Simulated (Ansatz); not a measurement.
CaTlBr3:
```
CaTlBr3
1.0
    2.12180    -7.00974     0.00000
    2.12180     7.00974     0.00000
    0.00000     0.00000    10.84297
Ca Tl Br
2 2 6
Direct
  0.00000   0.00000   0.00000
  0.00000   0.00000   0.50000
  0.25673   0.74327   0.25000
  0.74327   0.25673   0.75000
  0.63580   0.36420   0.04932
  0.36420   0.63580   0.95068
  0.36420   0.63580   0.54932
  0.63580   0.36420   0.45068
  0.93400   0.06600   0.25000
  0.06600   0.93400   0.75000
```

Relaxed with r²SCAN+D4. Independent-particle spectrum: no excitons, no local fields, no scissors shift; 0.1 eV broadening; ε₁ of the summed bands alone.

Task: Tabulate the dielectric function from plane-wave PAW r²SCAN+D4 (Ansatz code).

Result: 

```
E (eV)  ε₁ xx  ε₂ xx  ε₁ yy  ε₂ yy  ε₁ zz  ε₂ zz
------  -----  -----  -----  -----  -----  -----
0.0      3.91   0.00   3.93   0.00   3.88   0.00
0.4      3.92   0.00   3.94   0.00   3.89   0.00
0.8      3.95   0.00   3.97   0.00   3.92   0.00
1.2      4.00   0.00   4.02   0.00   3.96   0.00
1.6      4.07   0.00   4.09   0.00   4.03   0.00
2.0      4.17   0.00   4.19   0.00   4.13   0.00
2.4      4.30   0.00   4.33   0.00   4.26   0.00
2.8      4.48   0.00   4.51   0.00   4.44   0.00
3.2      4.72   0.00   4.76   0.00   4.68   0.00
3.6      5.06   0.00   5.12   0.00   5.01   0.00
4.0      5.57   0.00   5.69   0.00   5.52   0.00
4.4      6.50   0.00   6.72   0.43   6.42   0.00
4.8      9.24   0.57   7.65   0.98   8.68   0.96
5.2      5.60   7.11   9.56   2.60   8.98   4.48
5.6      6.32   3.10   9.71  10.48   7.64   7.14
6.0      7.77   6.62   0.34   9.82   2.67   8.92
6.4      2.15   9.41   0.60   5.74   0.38   4.77
6.8     -1.63   6.44  -0.81   5.50   0.44   5.72
7.2     -0.82   3.38  -0.01   3.65   0.27   4.06
7.6      0.26   2.59   0.13   2.72   0.36   3.05
8.0      1.33   2.33   0.73   2.22   0.55   2.87
8.4      1.62   4.55   1.83   2.15   0.92   2.04
8.8      1.33   2.84   1.79   2.92   1.83   2.79
9.2      0.72   2.73   1.31   3.02   1.83   2.78
9.6      0.76   3.15   0.19   2.91   0.31   3.67
10.0     0.14   3.02   0.44   2.66   0.38   3.01
10.4     0.13   2.61   0.65   2.16   0.32   2.34
10.8    -0.16   2.43   0.69   2.55   0.30   2.44
11.2     0.08   2.27   0.64   2.77   0.54   2.23
11.6     0.19   2.09  -0.06   2.60   0.31   2.18
12.0     0.09   2.10  -0.09   2.36   0.15   2.41
```

Task: From ε at 5.7 eV (xx: 7.17 + 3.67i), find n, k, the normal reflectivity and the absorption coefficient.

Result: n = 2.76, k = 0.665, R = 24 %, α = 2kE/ħc = 380000 cm⁻¹.

With all bands, ε∞ without local fields is 4.00 (xx), 4.02 (yy), 3.97 (zz).

Space group Cmcm. The workflow started from a Materials Project entry (that database holds measured and hypothetical structures alike); the Crystallography Open Database copy checked does not list it. Whether it is the stable phase at ambient conditions was not checked. Symmetry was held in the r²SCAN+D4 relaxation; its stability against distortions is not shown here. Scalar-relativistic: spin–orbit coupling is off unless named, which matters more the heavier the elements.

Potentials: the later of the program's two PAW sets.
